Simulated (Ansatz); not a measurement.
Here is the system:

Ge:
```cif
data_Ge8
_chemical_formula_sum 'Ge8'
_space_group_name_H-M_alt 'Pm-3n'
_space_group_IT_number 223
_space_group_name_Hall '-P 4n 2 3'
_cell_length_a 5.44864
_cell_length_b 5.44864
_cell_length_c 5.44864
_cell_angle_alpha 90.000
_cell_angle_beta 90.000
_cell_angle_gamma 90.000
loop_
_atom_site_label
_atom_site_type_symbol
_atom_site_symmetry_multiplicity
_atom_site_Wyckoff_symbol
_atom_site_fract_x
_atom_site_fract_y
_atom_site_fract_z
_atom_site_occupancy
Ge1 Ge 6 c 0.00000 0.50000 0.25000 1
Ge2 Ge 2 a 0.00000 0.00000 0.00000 1
```

This is the r²SCAN+D4-relaxed structure.

Task: All from r²SCAN+D4 in the plane-wave PAW code Ansatz, unless another level is named. Estimate the electronic character.

Result: metallic (no gap).

Task: And the density of states at the Fermi level?

Result: 0.55 states/eV per atom (mean over ±0.08 eV).

Task: Next, the gap with spin–orbit coupling?

Result: none (metallic).

A made-up cell: these elements were put on the sites of a structure type; neither database checked (COD, Materials Project) lists it. It is not the phase usual at ambient conditions (space group No. 227). The r²SCAN+D4 relaxation kept the symmetry of its start; its stability against distortions is not shown here. Scalar-relativistic: spin–orbit coupling is off unless named, which matters more the heavier the elements.

Potentials: the earlier of the program's two PAW sets. The files were generated under PBE; for other functionals the program regenerates the frozen cores, and for LDA and PBEsol the local potential too.
